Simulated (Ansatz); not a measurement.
HfC:
```xyz
2
Lattice="0.0000 2.3205 2.3205 2.3205 0.0000 2.3205 2.3205 2.3205 0.0000" Properties=species:S:1:pos:R:3 pbc="T T T"
Hf     0.0000     0.0000     0.0000
C      2.3205     2.3205     2.3205
```

Relaxed with r²SCAN. Special points in fractions of this cell's reciprocal vectors: Γ (0.000, 0.000, 0.000); X (0.500, 0.000, 0.500); U (0.625, 0.250, 0.625); K (0.375, 0.375, 0.750); L (0.500, 0.500, 0.500); W (0.500, 0.250, 0.750).

Q: List the band energies nearest the Fermi level at these points for plane-wave PAW r²SCAN (Ansatz code).

A: In eV from the Fermi level; about four levels below and three above (degenerate sets whole), none deeper than 8.9 eV; points with the same levels are listed once.

```tsv
k	below	above
Γ	–	1.06 1.06 1.06
X	-2.81 -1.67 -0.14 -0.14	5.48 7.08 7.08
U	-3.64 -2.92 -1.79	1.80 6.12 6.56
L	-6.37 -3.21 -3.21	5.65 5.65 6.20
W	-3.15 -2.86 -2.86	3.96 3.96 7.09
```

Space group Fm-3m (rock salt). Symmetry was held in the r²SCAN relaxation. No spin polarisation was allowed. Spin–orbit coupling is left out wherever it is not named.

Potentials: the earlier of the program's two PAW sets. The files were generated under PBE; for other functionals the program regenerates the frozen cores, and for LDA and PBEsol the local potential too.
